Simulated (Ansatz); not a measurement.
LaGe₂ in space group I4_1/amd (No. 141; La on 4b, Ge on 8e), PBE in the plane-wave PAW code Ansatz, all energies at zero smearing, with the estimated change up to a 700 eV cutoff added, with one set of potentials and settings (totals compare only within such a set). Cell of 6 atoms (2 La, 4 Ge): -29684.261 eV.

```
element                reference phase  E (eV/atom)
-------  -----------------------------  -----------
La       P6_3/mmc, 4 atoms in the cell   -6250.0953
Ge          Fd-3m, 2 atoms in the cell   -4294.9847
```

Formation energy per atom, worked out: (-29684.261 − 2×(-6250.0953) − 4×(-4294.9847))/6 = -0.689 eV/atom (-66 kJ per mol of atoms), at 0 K, without zero-point energy or fitted corrections.

The first step of the workflow began from a Materials Project structure, measured or hypothetical; the Crystallography Open Database copy checked does not list it. Whether it is the stable phase at ambient conditions was not checked. Symmetry was held in the PBE relaxation; its stability against distortions is not shown here. The references are the lowest solids computed at this level, not always the standard phases. Spin–orbit coupling is left out wherever it is not named.

Potentials: the later of the program's two PAW sets.
